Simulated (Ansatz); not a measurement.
MgTe:
```cif
data_MgTe
_chemical_formula_sum 'Mg1 Te1'
_space_group_name_H-M_alt 'P 1'
_space_group_IT_number 1
_cell_length_a 4.13354
_cell_length_b 4.13354
_cell_length_c 4.13354
_cell_angle_alpha 60.000
_cell_angle_beta 60.000
_cell_angle_gamma 60.000
loop_
_space_group_symop_operation_xyz
  'x, y, z'
loop_
_atom_site_label
_atom_site_type_symbol
_atom_site_fract_x
_atom_site_fract_y
_atom_site_fract_z
_atom_site_occupancy
Mg1 Mg 0.50000 0.50000 0.50000 1
Te1 Te 0.00000 0.00000 0.00000 1
```

Relaxed with LDA.

**Question.** Which orbitals make up the states near the band edges in DFT-LDA in the program Ansatz with PAW potentials?

**Answer.** Top 1 eV of the valence band: Te 5p 96 %. Bottom 1 eV of the conduction band: Mg 3s 76 %, Te 5p 12 %, outside the projected shells 8 %. Projections are on Löwdin-orthogonalised atomic valence shells; empty p or d shells of many metals are not among them.

**Question.** Tabulate the density of states.

**Answer.** States/eV per cell of 2 atoms, in 0.25 eV bins, energy from the valence-band maximum.

```tsv
E (eV)	total	Te 5p	Mg 3s	Te 5s
-7.85	0.00	0.00	0.00	0.00
-7.60	0.00	0.00	0.00	0.00
-7.35	0.00	0.00	0.00	0.00
-7.10	0.00	0.00	0.00	0.00
-6.85	0.00	0.00	0.00	0.00
-6.60	0.00	0.00	0.00	0.00
-6.35	0.00	0.00	0.00	0.00
-6.10	0.00	0.00	0.00	0.00
-5.85	0.00	0.00	0.00	0.00
-5.60	0.00	0.00	0.00	0.00
-5.35	0.00	0.00	0.00	0.00
-5.10	0.09	0.06	0.03	0.00
-4.85	0.45	0.32	0.12	0.01
-4.60	0.73	0.52	0.18	0.02
-4.35	1.19	0.89	0.25	0.03
-4.10	2.55	2.07	0.38	0.08
-3.85	1.09	0.86	0.15	0.06
-3.60	0.48	0.35	0.07	0.04
-3.35	0.80	0.65	0.09	0.04
-3.10	0.91	0.78	0.07	0.03
-2.85	0.98	0.86	0.07	0.03
-2.60	1.05	0.92	0.07	0.03
-2.35	1.19	1.05	0.08	0.02
-2.10	1.46	1.32	0.08	0.02
-1.85	1.71	1.57	0.06	0.02
-1.60	1.70	1.57	0.05	0.01
-1.35	1.62	1.51	0.03	0.01
-1.10	1.62	1.52	0.02	0.01
-0.85	1.64	1.56	0.01	0.00
-0.60	1.43	1.38	0.00	0.00
-0.35	0.90	0.87	0.00	0.00
-0.10	0.41	0.40	0.00	0.00
0.15	0.00	0.00	0.00	0.00
0.40	0.00	0.00	0.00	0.00
0.65	0.05	0.00	0.04	0.00
0.90	0.11	0.01	0.09	0.01
1.15	0.17	0.02	0.12	0.01
1.40	0.22	0.03	0.15	0.01
1.65	0.29	0.05	0.19	0.01
1.90	0.38	0.07	0.23	0.01
2.15	0.45	0.08	0.25	0.01
2.40	0.55	0.10	0.28	0.01
2.65	0.68	0.13	0.33	0.01
2.90	0.93	0.18	0.42	0.02
3.15	1.31	0.24	0.52	0.03
3.40	1.23	0.13	0.30	0.04
3.65	1.32	0.14	0.32	0.07
3.90	0.86	0.09	0.20	0.05
4.15	0.82	0.04	0.07	0.01
4.40	1.00	0.04	0.04	0.00
4.65	1.92	0.06	0.08	0.01
4.90	1.97	0.07	0.10	0.01
5.15	1.51	0.05	0.06	0.00
```

Space group Fm-3m (rock salt). A made-up cell: these elements were put on the sites of a structure type; the Crystallography Open Database copy checked does not list it. COD files the formula under space group No. 186, so this cell is another polymorph or a model. Whether it is the stable phase at ambient conditions was not checked. Symmetry was held in the LDA relaxation; of distortions, only those at the zone centre were tested. Scalar-relativistic: spin–orbit coupling is off unless named, which matters more the heavier the elements.

Potentials: the later of the program's two PAW sets.
